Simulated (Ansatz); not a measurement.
# LiNbO3: from a starting cell to a relaxed one

The start is a generated cell, LiNbO3 built in the GdFeO3 structure type. The structure is fully relaxed (lattice and positions, P = 0) with r2SCAN (plane waves to 500 eV, PAW, scalar-relativistic; Ansatz, a first-principles code). The first steps use a coarse 4×3×4 k-mesh.

The start:
```yaml
crystal:
  lattice:
    - [5.40845, 0.00000, 0.00000]
    - [0.00000, 7.63131, 0.00000]
    - [0.00000, 0.00000, 5.39039]
  atoms:
    - { symbol: Li, position: [0.48770, 0.25000, 0.99160] }
    - { symbol: Li, position: [0.98770, 0.25000, 0.50840] }
    - { symbol: Li, position: [0.51230, 0.75000, 0.00840] }
    - { symbol: Li, position: [0.01230, 0.75000, 0.49160] }
    - { symbol: Nb, position: [0.00000, 0.00000, 0.00000] }
    - { symbol: Nb, position: [0.50000, 0.50000, 0.50000] }
    - { symbol: Nb, position: [0.00000, 0.50000, 0.00000] }
    - { symbol: Nb, position: [0.50000, 0.00000, 0.50000] }
    - { symbol: O, position: [0.03130, 0.25000, 0.05860] }
    - { symbol: O, position: [0.53130, 0.25000, 0.44140] }
    - { symbol: O, position: [0.96870, 0.75000, 0.94140] }
    - { symbol: O, position: [0.46870, 0.75000, 0.55860] }
    - { symbol: O, position: [0.28800, 0.53700, 0.21300] }
    - { symbol: O, position: [0.78800, 0.96300, 0.28700] }
    - { symbol: O, position: [0.71200, 0.03700, 0.78700] }
    - { symbol: O, position: [0.21200, 0.46300, 0.71300] }
    - { symbol: O, position: [0.71200, 0.46300, 0.78700] }
    - { symbol: O, position: [0.21200, 0.03700, 0.71300] }
    - { symbol: O, position: [0.28800, 0.96300, 0.21300] }
    - { symbol: O, position: [0.78800, 0.53700, 0.28700] }
```

Question: What pressure does the first self-consistent step give?

Answer: +7.7 GPa (positive: the cell is compressed).

Question: What is the largest force in the starting geometry, and on which atom (counted from 1)?

Answer: 1.15 eV/Å, on O9, O10, O11, O12 (atoms numbered as listed).

Question: How much energy is released per atom?

Answer: 86 meV/atom.

Question: How does the volume change?

Answer: -5.2 %, from 11.12 to 10.55 Å³/atom.

Question: How do the shortest distances between atoms change?

Answer: The closest pairs of elements (up to four, under 3.6 Å), start → end: Nb–O 1.94 → 1.98 Å; Li–O 2.31 → 1.99 Å; O–O 2.66 → 2.79 Å; Li–Nb 3.26 → 3.20 Å.

The space group stays Pnma (No. 62) (the run could not lower it); the end is AFLOW prototype AB3C_oP20_62_c_cd_a (as in CaTiO3), with 20 atoms in the primitive cell. Final values are on a 5×4×5 k-mesh of the relaxed cell. No spin polarisation in the result.

The run could not lose the symmetry of its start, so the end can be a saddle point.

The relaxed structure here is a generated cell of LiNbO3: the first start was made by placing the elements on the sites of a structure type, and the end was not matched to a known phase here, so it may be hypothetical. Known forms of LiNbO3 include space group No. 161.
